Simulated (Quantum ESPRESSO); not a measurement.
# Planted mistakes on one cell of Si2BPC4

These are calculations, not measurements. They come from pw.x of Quantum ESPRESSO 7.5, a plane-wave density functional program, with PseudoDojo standard norm-conserving files (v0.5 for PBE, v0.4.1 for LDA and PBEsol). The cells are made up: elements, strain and atom displacements were drawn at random, and nothing was relaxed. There is no spin polarisation, spin-orbit coupling or dispersion term.

The cell has 8 sites of a wurtzite lattice (rectangular cell). Sites 1 to 4 hold Si Si B P; sites 5 to 8 hold C C C C. Cell vectors in Å: (3.060, -0.031, -0.011); (-0.054, 5.205, 0.030); (-0.017, 0.029, 4.887). Settings: PBE, cutoff 1116 eV, 6 x 4 x 4 k mesh shifted by half a step, Fermi-Dirac smearing of 0.025 eV.

The intended run has a self-consistency threshold of 1e-07 eV, a smearing term of 0.000 eV, a pressure of 0.25 GPa and 12 iterations. Each further run changes one thing: all lengths scaled by 0.9864; atoms of sites 2 and 8 exchanged; k mesh 1 x 1 x 1; one electron added; smearing 0.41 eV; threshold 0.4 eV. A coarse mesh keeps the shift, and a charged cell sits in a uniform background.

```
run  change of free energy (eV)  smearing term -TS (eV)  change of P (GPa)  largest change of a force component (eV/Å)  iterations
  A                      -2.705                   0.000              -1.63                                       2.008          12
  B                      -0.053                  -0.212               0.44                                       0.226          11
  C                      12.143                  -0.007              31.47                                       1.652          12
  D                       0.154                   0.000              -3.22                                       0.294           3
  E                       0.101                   0.000              10.01                                       0.380          12
  F                       5.206                   0.000              18.08                                      13.193          12
```

A rerun of the intended cell at 1347 eV and k mesh 8 x 6 x 6 moved values by no more than 0.002 eV in the cell's energy, 0.19 GPa in stress and 0.016 eV/Å in force.

Question: which change belongs to which run?

## Worked reading

Run D has the fewest iterations, as a run stopped early does. Run B has the largest smearing term, as wide smearing gives. Run E changes the volume by a factor of 0.9598; minus its pressure change over the logarithm of that factor, 244 GPa, is a rough bulk modulus with clamped atoms. Energies from files of another functional, or of a charged cell, have another zero and say nothing on stability; the pressure of a charged cell rests on the program's zero of potential too.

## Key

| run | change |
| --- | --- |
| A | k mesh 1 x 1 x 1 |
| B | smearing 0.41 eV |
| C | one electron added |
| D | threshold 0.4 eV |
| E | all lengths scaled by 0.9864 |
| F | atoms of sites 2 and 8 exchanged |